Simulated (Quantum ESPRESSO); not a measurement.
Band energies of Ta2C

```
Ta2C
1.0
    3.11489     0.00000     0.00000
   -1.55745     2.69757     0.00000
    0.00000     0.00000     4.93930
C Ta
1 2
Direct
  0.00000   0.00000   0.00000
  0.33333   0.66667   0.25390
  0.66667   0.33333   0.74610
```

norm-conserving LDA (Quantum ESPRESSO, 82 Ry, scalar-relativistic); path ΓMKΓALHA,LM,KH; energies in eV from the Fermi level.

```csv
k (1/Å),point,band 11,band 12,band 13,band 14,band 15,band 16,band 17,band 18
0.00,Γ,-3.51,-3.51,-2.93,0.03,0.50,0.50,1.09,1.09
0.42,,-5.17,-3.49,-2.38,-1.21,-0.25,0.72,1.12,1.39
0.85,,-4.50,-3.79,-3.27,-1.83,-0.57,2.11,2.78,3.58
1.16,M,-4.26,-3.93,-3.65,-1.76,-0.22,3.26,3.36,4.61
1.28,,-4.24,-4.02,-3.55,-1.77,-0.31,3.10,3.27,4.87
1.84,K,-5.23,-3.78,-2.49,-1.75,-1.75,2.50,2.50,3.66
2.25,,-4.35,-4.19,-2.62,-2.24,-1.28,2.03,2.60,3.63
2.66,,-5.51,-3.62,-2.38,-1.64,-0.37,0.70,1.23,2.05
3.18,Γ,-3.51,-3.51,-2.93,0.03,0.50,0.50,1.09,1.09
3.61,,-3.71,-3.71,-2.31,-0.90,-0.13,-0.13,2.22,2.22
3.82,A,-3.76,-3.76,-1.80,-1.46,-0.29,-0.29,2.95,2.95
4.03,,-4.00,-3.71,-1.74,-1.66,-0.57,-0.09,2.75,2.76
4.56,,-4.68,-3.48,-2.50,-2.08,-0.85,1.31,1.84,3.01
4.98,L,-4.54,-3.49,-2.44,-1.11,-0.97,1.47,1.47,4.21
5.43,,-5.07,-4.19,-1.43,-1.42,-0.84,0.55,2.65,3.31
5.65,H,-5.65,-4.07,-1.54,-1.10,-1.10,1.31,2.39,2.39
5.94,,-5.30,-4.20,-1.53,-1.27,-1.14,0.70,1.66,3.80
6.33,,-5.10,-4.15,-1.98,-1.49,-1.33,0.56,1.89,2.40
6.71,,-4.16,-3.70,-1.85,-1.62,-0.78,0.06,2.52,2.73
7.00,A,-3.76,-3.76,-1.80,-1.46,-0.29,-0.29,2.95,2.95
7.00,L,-4.54,-3.49,-2.44,-1.11,-0.97,1.47,1.47,4.21
7.11,,-4.53,-3.52,-2.54,-1.23,-0.83,1.57,1.60,4.20
7.53,,-4.29,-3.91,-3.58,-1.72,-0.25,3.13,3.22,4.37
7.64,M,-4.26,-3.93,-3.65,-1.76,-0.22,3.26,3.36,4.61
7.64,K,-5.23,-3.78,-2.49,-1.75,-1.75,2.50,2.50,3.66
7.82,,-5.32,-3.85,-2.34,-1.63,-1.63,2.56,2.56,3.10
8.27,H,-5.65,-4.07,-1.54,-1.10,-1.10,1.31,2.39,2.39
```

A metal at this level: along this path bands 14, 15, 16 cross the Fermi level.

Spin-orbit coupling is left out; for elements this heavy it splits bands near the Fermi level.

Geometry of the Materials Project entry, not relaxed at this level.
